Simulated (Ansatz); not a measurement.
In$_{2}$TeO$_{2}$:
```
CELL_PARAMETERS angstrom
      3.74241     0.00000     0.00000
     -1.87120     3.24102     0.00000
      0.00000     0.00000     7.18693
ATOMIC_POSITIONS crystal
  In 0.66667 0.33333 0.80821
  In 0.33333 0.66667 0.19179
  Te 0.00000 0.00000 0.50000
  O  0.66667 0.33333 0.11918
  O  0.33333 0.66667 0.88082
```

This is the PBEsol-relaxed structure.

Q: All from the program Ansatz at the PBEsol level (PAW), unless another level is named. Give the electronic character.

A: metallic (no gap).

Q: Give the formation energy from the elements (no fitted shifts).

A: -0.95 eV/atom.

Q: Give the density of states at the Fermi level.

A: 0.23 states/eV per atom (mean over ±0.08 eV).

Q: Predict the gap with spin–orbit coupling.

A: none (metallic).

Space group P-3m1. The start of the workflow was typed in or built on a structure type; neither database checked (COD, Materials Project) lists it. Whether it is the stable phase at ambient conditions was not checked. The PBEsol relaxation kept the symmetry of its start; whether a distortion lowers the energy is not shown. The references are the lowest solids computed at this level, not always the standard phases (solids in place of the gases). Spin–orbit coupling is left out wherever it is not named.

Potentials: the earlier of the program's two PAW sets. The files were generated under PBE; for other functionals the program regenerates the frozen cores, and for LDA and PBEsol the local potential too.
